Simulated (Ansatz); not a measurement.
Here is the system:

BN:
```
CELL_PARAMETERS angstrom
      2.49881     0.00000     0.00000
     -1.24941     2.16403     0.00000
      0.00000     0.00000     6.60091
ATOMIC_POSITIONS crystal
  B  0.33333 0.66667 0.25000
  B  0.66667 0.33333 0.75000
  N  0.33333 0.66667 0.75000
  N  0.66667 0.33333 0.25000
```

This is the r²SCAN+D4-relaxed structure.

Question: All from DFT-r²SCAN+D4 in the program Ansatz with PAW potentials, unless another level is named. Give the bulk modulus (Birch–Murnaghan fit).

Answer: 31.5 GPa.

Question: What about the vibrational entropy at 300 K?

Answer: 7.3 J/(K·mol of atoms).

Space group P6_3/mmc. The r²SCAN+D4 relaxation kept the symmetry of its start; phonons on a q-mesh show no instability.

Potentials: the later of the program's two PAW sets.
